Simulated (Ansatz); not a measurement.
BeTe:
```yaml
crystal:
  lattice:
    - [0.00000, 2.83191, 2.83191]
    - [2.83191, 0.00000, 2.83191]
    - [2.83191, 2.83191, 0.00000]
  atoms:
    - { symbol: Te, position: [0.75000, 0.75000, 0.75000] }
    - { symbol: Be, position: [0.00000, 0.00000, 0.00000] }
```

DFT-PBE in the program Ansatz with PAW potentials gives a gap of 2.03 eV without spin–orbit coupling, maximum at Γ, minimum at X.

Question: What happens when spin–orbit coupling is switched on?

Answer: The gap drops by 0.29 eV, to 1.74 eV; maximum at Γ, minimum at X.

Question: How large is the spin–orbit splitting of the valence top at Γ?

Answer: The fourfold level lies 0.94 eV above the split-off pair.

Question: Give the electron effective mass with spin–orbit coupling.

Answer: 0.26, 0.26, 1.9 mₑ (principal values).

Question: Give the hole effective mass with spin–orbit coupling, band 1 of 2 at the edge.

Answer: 0.32 along [100], 0.62 along [110], 0.77 along [111] (mₑ).

Question: Give the hole effective mass with spin–orbit coupling, band 2 of 2 at the edge.

Answer: 0.21 along [100], 0.16 along [110], 0.15 along [111] (mₑ).

Space group F-43m (zinc blende). The PBE relaxation kept the symmetry of its start; of distortions, only those at the zone centre were tested.

Potentials: the later of the program's two PAW sets.
